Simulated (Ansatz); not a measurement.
# Zone-centre modes in BaZrNbInO$_{6}$

Theory: Ansatz 0.2.0, DFT PBEsol, scalar-relativistic, plane waves, PAW. The runs took a 420 eV cutoff, a Γ-centred 8×8×8 mesh and Gaussian smearing (0.05 eV). No spin polarisation.

Zero of the scan (relaxed at this level; it needn't be the usual structure):

```xyz
10
Lattice="0.0000 4.1064 4.1064 4.1064 0.0000 4.1064 4.1064 4.1064 0.0000" Properties=species:S:1:pos:R:3 pbc="T T T"
Ba    2.0532    2.0532    2.0532
Zr    4.1064    4.1064    4.1064
Nb    0.0000    0.0000    0.0000
In    6.1595    6.1595    6.1595
O     1.9991    4.1064    4.1064
O     6.2136    4.1064    4.1064
O     4.1064    4.1064    6.2136
O     4.1064    4.1064    1.9991
O     4.1064    1.9991    4.1064
O     4.1064    6.2136    4.1064
```

Harmonic modes by finite displacements of 0.02 Å, without the LO–TO term.

Task: At this geometry, is the structure stable against these modes?

Result: Yes: no mode is imaginary beyond 10 cm⁻¹, and only the three translations lie near zero.

Task: List the wavenumbers in cm⁻¹.

Result: 0, 0, 0, 37, 37, 37, 95, 95, 95, 103, 103, 103, 132, 132, 132, 223, 223, 223, 310, 310, 310, 344, 344, 344, 461, 461, 461, 495, 495, 815.

Cost: 1 run of about 10 core-minutes, on Arm Neoverse V1 (shared hosts).